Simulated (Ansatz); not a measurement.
A frame of Si8Ge13 from dynamics at 3000 K, with the forces (eV/Å) computed on a k mesh in the last three columns. Level of theory: DFT PBE, scalar-relativistic, plane waves, PAW in Ansatz 0.2.0.

Settings: cutoff 420 eV, Γ-centred mesh 3×3×3 on the computed 21-atom cell, Fermi–Dirac smearing of 0.26 eV; no spin polarisation.

```xyz
21
Lattice="7.560 0.190 -0.066 0.190 7.816 0.120 -0.066 0.120 8.063" Properties=species:S:1:pos:R:3:forces:R:3 pbc="T T T"
Ge    3.335    4.695    5.345   -0.250    0.090    1.760
Ge    4.435    4.753    0.247   -0.280   -0.220    0.160
Ge    1.376    0.818    4.668    0.350   -1.210    0.190
Ge    2.050    5.833    1.018    0.010   -0.340    0.050
Ge    2.034    2.478    2.543    1.670    0.150   -0.630
Ge    1.640    5.939    3.831   -0.970    0.450    0.110
Ge    6.943    5.159    0.894    0.290   -0.340    0.080
Ge    0.213    7.549    1.846    0.310    0.330   -0.560
Ge    6.558    6.392    6.556    0.420    0.870    0.830
Ge    1.321    1.687    0.258   -0.700    0.130    0.470
Ge    5.842    5.076    4.680    0.330   -0.200   -1.340
Ge    2.533    7.819    7.136    0.550   -0.560   -0.280
Ge    3.165    2.661    6.819    0.180    0.140   -0.260
Si    0.161    3.436    6.866   -0.540    0.140   -0.340
Si    6.606    1.349    5.524   -0.710   -0.050   -0.040
Si    4.412    2.014    3.394   -0.240   -0.700    0.720
Si    0.331    2.976    4.018   -1.670    1.190    1.030
Si    6.181    2.766    2.169    0.620    0.290   -1.010
Si    5.198    1.746    7.777    1.000    0.000    0.020
Si    6.025    7.543    3.314   -1.110    0.280    1.290
Si    3.762    4.869    3.089    0.750   -0.440   -2.240
```

Static pressure -1.0 GPa (no kinetic part), no gap on the mesh.

Counting as bonded all pairs within 1.2 times the summed covalent radii:

```tsv
atom → neighbour	mean count	mean length (Å)	spread (Å)
Ge → Ge	3.08	2.67	0.13
Ge → Si	0.77	2.45	0.10
Si → Ge	1.25	2.45	0.10
Si → Si	0.50	2.39	0.11
```

Angles between all pairs of such bonds at an atom (mean ± spread): 103 ± 29° at Ge, 92 ± 22° at Si.

Cost: 1 run of about 2.4 core-minutes, on Arm Neoverse V2 (shared hosts).